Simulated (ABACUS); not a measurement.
A self-consistent single point of Se (P3_121, 6 atoms in the cell; from Materials Project mp-14, changed as shown).

```
CELL_PARAMETERS angstrom
      4.41472     0.00000     0.00000
      0.00000     7.64652     0.00000
      0.00000     0.00000     4.87922
ATOMIC_POSITIONS crystal
  Se 0.21789 0.00000 0.33333
  Se 0.89106 0.10895 0.66667
  Se 0.39105 0.39105 0.00000
  Se 0.71789 0.50000 0.33333
  Se 0.39105 0.60894 0.66667
  Se 0.89106 0.89106 0.00000
```

Level of theory: PBE, numerical atomic orbitals TZDP (confined pseudo-atomic orbitals with Gaussian additions; energy shift 0.01 Ry), PseudoDojo 0.5 standard norm-conserving PBE (tails mended) pseudopotentials (ABACUS 3.10.1).

ABACUS settings:

```
setting                                                               value
---------------  ----------------------------------------------------------
basis                  TZDP numerical atomic orbitals, energy shift 0.01 Ry
KPT                                                       Gamma 4 2 4 0 0 0
basis_type                                                             lcao
dft_functional                                                          PBE
ecutwfc                                                              100 Ry
smearing_method                                                          fd
smearing_sigma                                                0.00367493 Ry
potentials       PseudoDojo 0.5 standard norm-conserving PBE (tails mended)
symmetry                                                                  1
symmetry_prec                                                         1e-05
ks_solver                                                           genelpa
scf_nmax                                                                100
scf_thr                                                             1.0e-06
mixing_type                                                         broyden
```

Results:

```
Property                                                  Result
------------------------------------------------  --------------
Number of valence electrons                                   96
Number of bands                                               58
Number of k-points after the program's reduction              18
Size of the basis                                            234
Number of SCF iterations                                       8
Free energy E − TS                                -19792.3254 eV
Top of the valence band (on the code's own zero)         7.47 eV
Gap on the k-point mesh                                  1.26 eV
Pressure                                                4.19 GPa
Largest force (vector length)                         1.249 eV/Å
```

Forces (eV/Å):
```json
[
 {"atom": "Se1", "Fx": "1.249", "Fy": "0.000", "Fz": "0.000"},
 {"atom": "Se2", "Fx": "-0.624", "Fy": "1.065", "Fz": "0.015"},
 {"atom": "Se3", "Fx": "-0.624", "Fy": "-1.065", "Fz": "-0.015"},
 {"atom": "Se4", "Fx": "1.249", "Fy": "0.000", "Fz": "0.000"},
 {"atom": "Se5", "Fx": "-0.624", "Fy": "1.065", "Fz": "0.015"},
 {"atom": "Se6", "Fx": "-0.624", "Fy": "-1.065", "Fz": "-0.015"}
]
```

Stress (GPa, positive for compression):
```
2.97  0.00  0.00
0.00  2.91  0.01
0.00  0.01  6.67
```

Gaps are taken between levels on the mesh.

For comparison: a first run was changed to give this one (lattice scaled by 0.98), and from it to this one the free energy rises by 22.6 meV/atom, the pressure goes from 0.23 to 4.19 GPa, the largest force goes from 0.521 to 1.249 eV/Å and the gap on the mesh goes from 1.193 to 1.264 eV.

The atom-centred basis is finite, which shifts total energies, pressures, gaps and forces against plane waves. Forces above 1 eV/Å remain at this geometry, of which the finite basis can carry a part. The structure comes from a collection of computed structures, made at another level of theory; the collection holds predicted forms beside known ones.

Cost on one core: around 30 core-seconds (rough).

The atomic orbitals were generated for these runs; they are not ABACUS's published sets and were checked against plane waves on a few crystals only.

“Tails mended”: in these copies of the files the far tail of each local potential was reset to the Coulomb form.
